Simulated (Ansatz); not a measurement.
Starting cell, Rh (fcc, Cu type):

```yaml
crystal:
  lattice:
    - [3.80000, 0.00000, 0.00000]
    - [0.00000, 3.80000, 0.00000]
    - [0.00000, 0.00000, 3.80000]
  atoms:
    - { symbol: Rh, position: [0.00000, 0.00000, 0.00000] }
    - { symbol: Rh, position: [0.50000, 0.50000, 0.00000] }
    - { symbol: Rh, position: [0.50000, 0.00000, 0.50000] }
    - { symbol: Rh, position: [0.00000, 0.50000, 0.50000] }
```

In this cell atom 1 (Rh, nearest neighbour Rh at 2.687 Å; its periodic images, 3.8 Å or more away, move with it) is moved by s along Cartesian z, unit vector (0.000, 0.000, 1.000); all other atoms and the cell stay fixed.

The numbers are results of r2SCAN (plane waves to 500 eV, PAW, scalar-relativistic; Ansatz, an electronic-structure program), not measurements. k mesh 10×10×10 (Γ-centred), Fermi-Dirac smearing 0.05 eV. The energy includes the smearing's −TS. With partly filled bands, energies and forces of such displacements shift with the k mesh and the smearing. Rh is run without spin polarisation. Rh was relaxed with its symmetry unable to fall. The zero of ΔE is the undisplaced structure.

Problem. What ΔE (meV/cell) does the calculation give at s (Å) = -0.216, -0.162, -0.108, -0.054, 0.108?

Solution. 
```csv
s (Å),ΔE (meV/cell)
-0.216,272
-0.162,153
-0.108,68
-0.054,17
0.108,68
```

(For displaced atoms, the force is minus the slope of the energy, and its curvature is a force constant, which sets phonon frequencies.)
